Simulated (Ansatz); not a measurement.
TePt:
```
CELL_PARAMETERS angstrom
      1.99703    -5.37916     0.00000
      1.99703     5.37916     0.00000
      0.00000     0.00000     3.92951
ATOMIC_POSITIONS crystal
  Te 0.64414 0.35586 0.25000
  Pt 0.89628 0.10372 0.25000
  Te 0.35586 0.64414 0.75000
  Pt 0.10372 0.89628 0.75000
```

Relaxed with PBE. Special points in fractions of this cell's reciprocal vectors: Γ (0.000, 0.000, 0.000); Y (-0.500, 0.500, 0.000); C0 (-0.284, 0.716, 0.000); Σ0 (0.284, 0.284, 0.000); Z (0.000, 0.000, 0.500); A0 (0.284, 0.284, 0.500); E0 (-0.284, 0.716, 0.500); T (-0.500, 0.500, 0.500); S (0.000, 0.500, 0.000); R (0.000, 0.500, 0.500).

Task: List the band energies nearest the Fermi level at these points for PBE in the plane-wave PAW code Ansatz.

Result: In eV from the Fermi level; about four levels below and three above (degenerate sets whole), none deeper than 8.9 eV; points with the same levels are listed once.

```json
[
 {"k": "Γ", "below": "-1.51 -1.24 -0.10 -0.04", "above": "0.93 2.47 5.80"},
 {"k": "Y", "below": "-1.36 -0.81 -0.34 -0.14", "above": "0.12 2.16 4.39"},
 {"k": "C0", "below": "-2.57 -2.32 -2.23 -2.00", "above": "0.03 2.01 2.05 2.05"},
 {"k": "Z", "below": "-2.41 -2.41 0.00 0.00", "above": "2.22 2.22 4.03 4.03"},
 {"k": "A0", "below": "-1.68 -1.68 -0.41 -0.41", "above": "2.36 2.36 6.75 6.75"},
 {"k": "T", "below": "-2.82 -2.82 -1.74 -1.74", "above": "1.89 1.89 1.92 1.92"},
 {"k": "S", "below": "-2.30 -2.28 -1.96 -0.57", "above": "0.83 2.00 2.07"},
 {"k": "R", "below": "-1.90 -1.90 -0.80 -0.80", "above": "2.27 2.27 6.09 6.09"}
]
```

Space group Cmcm. The start of the workflow was typed in or built on a structure type; neither database checked (COD, Materials Project) lists it. COD files the formula under space group No. 166, 194, so this cell is another polymorph or a model. Its standing as an ambient phase is unchecked. The cell was relaxed with PBE under the symmetry of its start; whether a distortion lowers the energy is not shown. The run is not spin-polarised. Scalar-relativistic: spin–orbit coupling is off unless named, which matters more the heavier the elements.

Potentials: the earlier of the program's two PAW sets.
